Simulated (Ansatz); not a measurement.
## How the vibrations of Be3N2 change with volume

These are results of DFT PBEsol, scalar-relativistic, plane waves, PAW (Ansatz 0.2.0), not measurements. Cutoff 420 eV, 9×9×9 k-points (Γ-centred), fixed occupations. No spin polarisation. Phonons by linear response, acoustic sum rule imposed.

The cell, relaxed at this level:
```cif
data_structure
_symmetry_space_group_name_H-M 'R3m:H'
_symmetry_Int_Tables_number 160
_cell_length_a 2.8351
_cell_length_b 2.8351
_cell_length_c 14.5570
_cell_angle_alpha 90.000
_cell_angle_beta 90.000
_cell_angle_gamma 120.000
_cell_volume 101.33
loop_
_atom_site_label
_atom_site_type_symbol
_atom_site_symmetry_multiplicity
_atom_site_Wyckoff_symbol
_atom_site_fract_x
_atom_site_fract_y
_atom_site_fract_z
_atom_site_occupancy
Be1 Be 3 a 0.00000 0.00000 0.14109 1
Be2 Be 3 a 0.66667 0.33333 0.01569 1
Be3 Be 3 a 0.66667 0.33333 0.24444 1
N1 N 3 a 0.66667 0.33333 0.12915 1
N2 N 3 a 0.00000 0.00000 0.29153 1
```

Cells at 0.98 and 1.02 times the equilibrium volume were relaxed in shape and atoms; γ = −d ln ν / d ln V, modes matched by rank.

(1) Give the optical frequencies at Γ without the LO field (cm⁻¹) at the three volumes and the mode Grüneisen parameters.

(2) What pressures hold the two strained cells, and what bulk modulus follows?

(3) How does the gap respond?

(4) And the dielectric constants (a third of the trace)?

Answers

(1)
```
0.98 V    V  1.02 V     γ  degeneracy
   358  355     351  0.47           2
   410  402     394  0.99           1
   491  471     452  2.06           2
   618  596     574  1.82           2
   720  705     689  1.10           1
   866  841     817  1.47           1
   948  928     908  1.08           1
   962  938     915  1.23           2
```

(2) 4.51 GPa at 0.98 V and -4.11 GPa at 1.02 V, so B = −dP/d ln V ≈ 215 GPa.

(3) It is 2.87, 2.85 and 2.83 eV at 0.98, 1 and 1.02 V: dE_g/d ln V = -1.0 eV.

(4) ε∞: 4.77, 4.80, 4.83; ε0: 12.6, 13.1, 13.7, in order of rising volume.